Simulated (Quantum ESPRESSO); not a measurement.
## Calculated data, Ti₂ZnAgW₄ (simulated cell)

Calculation on a made-up metal alloy cell, not a measurement: no spin or spin-orbit, unrelaxed, 2900 K smearing, stress positive in tension, cell energy less fitted offsets; periodic Kohn-Sham density functional theory in plane waves with PseudoDojo standard norm-conserving scalar-relativistic pseudopotentials, each functional with its own files (v0.5 for PBE, v0.4.1 for LDA and PBEsol), eight atoms on drawn sites of a strained close-packed or body-centred lattice, each displaced and held fixed; the energy is the cell's free energy, ions and the entropy term -TS included, at the stated Fermi-Dirac width, less a fixed offset for each atom's element (shifted free energy); compositions with an open d shell lost a parallel starting moment in a cheaper test run, and other magnetic orders were not tried; an error bar is the largest change of its kind in a tighter rerun, never given below 0.002 eV, 0.02 GPa or 0.003 eV/angstrom, and covers cutoff and k-mesh only, not smearing or the files. Program: Quantum ESPRESSO 7.5.

Entry: Ti₂ZnAgW₄ (simulated cell)

```
Ti2ZnAgW4
1.0
     -0.0560     3.9709     3.9783
      3.9240    -0.0427     3.9649
      3.9127     3.9463    -0.0314
W Ag W Ti Zn W Ti W
1 1 1 1 1 1 1 1
Direct
  -0.00922 0.00022 -0.00268
  -0.00045 -0.00520 0.50627
  0.00147 0.49293 0.00801
  0.00580 0.49840 0.48292
  0.48661 0.00533 0.00326
  0.49839 0.00234 0.50094
  0.50798 0.49163 -0.00366
  0.50782 0.49199 0.50430
```

- lattice type: face-centred cubic
- functional: pbe
- cutoff: 1143 eV
- fermi dirac smearing: 0.25 eV
- electrons removed: 0
- run command: mpirun -np 4 pw.x -nk 4 -in in
- run processor: Intel Xeon, 2023 or later, virtual cores
- k mesh: 5 x 5 x 5 shifted half a step off Gamma on each axis
- stress zz: —
- stress xy: —
- stress xz: —
- shifted free energy: —

Atoms:
```csv
atoms element,atom site,atom energy offset (eV)
W,1,-2063.48
Ag,2,-4218.03
W,3,-2063.48
Ti,4,-1615.4
Zn,5,-5688.29
W,6,-2063.48
Ti,7,-1615.4
W,8,-2063.48
```

Notes: heavy elements are run without spin-orbit coupling, which real alloys of them have; a spin test at this wide smearing found no moment, but such smearing suppresses magnetism that the real alloy may have; lattice, volume and sites are drawn at random and may be unstable or far from any real phase; energies are for the whole cell, less offsets fitted to these runs, so they are not formation energies; error bars: energy 0.0038 eV, stress 0.048 GPa, force 0.0031 eV/Å, from a tighter rerun of a related cell, whose elements or sites may differ; 17 SCF iterations, 501 s of wall time on a shared machine.

**Q.** Ti₂ZnAgW₄ (simulated cell): stress zz?
**A.** -3.61 GPa

**Q.** Ti₂ZnAgW₄ (simulated cell): stress xy?
**A.** -1.79 GPa

**Q.** What stress xz does the calculation give for Ti₂ZnAgW₄ (simulated cell)?
**A.** -0.6 GPa

**Q.** Give the missing shifted free energy for Ti₂ZnAgW₄ (simulated cell).
**A.** 0.283 eV

Further results for Ti₂ZnAgW₄ (simulated cell):

- entropy term negative ts: -1.438 eV
- pressure: 6.71 GPa
- stress xx: -3.79 GPa
- stress yy: -12.72 GPa
- stress yz: -0.59 GPa

Forces:
```csv
site,x (eV/Å),y (eV/Å),z (eV/Å)
1,0.128,0.526,0.23
2,-0.59,-0.067,-0.236
3,-0.364,-0.786,0.084
4,0.701,0.594,0.12
5,-0.327,0.347,-0.236
6,-0.169,0.036,-0.161
7,0.452,-0.094,0.226
8,0.171,-0.557,-0.027
```
